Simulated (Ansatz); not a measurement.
Cu Kα1 powder pattern (kinematic, no thermal factors).
2θ (°) (relative intensity): 13.58 (25), 15.69 (100), 22.26 (41), 26.17 (19), 27.36 (2), 31.69 (45), 34.62 (10), 35.55 (26), 39.07 (10), 41.55 (9), 45.43 (22), 47.64 (9), 48.35 (13), 51.15 (18), 53.18 (3), 56.45 (5), 58.35 (4), 58.98 (10), 61.44 (14), 63.25 (4), 66.20 (3), 68.51 (6), 70.79 (6), 72.48 (2), 73.04 (2), 75.26 (6), 76.91 (3), 77.46 (1), 79.64 (5), 81.26 (3), 83.95 (3), 85.56 (2), 86.10 (3), 88.23 (7), 89.84 (3)

The pattern is computed from a structure relaxed with DFT PBE, scalar-relativistic, plane waves, PAW (Ansatz). No spin polarisation. Its elements are Al, C, Mg, N, Y.

Q: Give the structure.

A: YMgAlC6N6.
Space group F-43m (No. 216). a = 11.285 Å, b = 11.285 Å, c = 11.285 Å, α = 90.00°, β = 90.00°, γ = 90.00°
```csv
atom,site,symmetry,x,y,z
Y,4b,-43m,0.5000,0.0000,0.0000
Mg,4d,-43m,0.2500,0.2500,0.7500
Al,4a,-43m,0.0000,0.0000,0.0000
C,24f,2.mm,0.1860,0.0000,0.0000
N,24f,2.mm,0.2894,0.0000,0.0000
```

A pattern alone doesn't exclude other cells with like lines; this is the one computed.

The structure comes from a generated guess; another structure or a mixture of phases may lie lower.
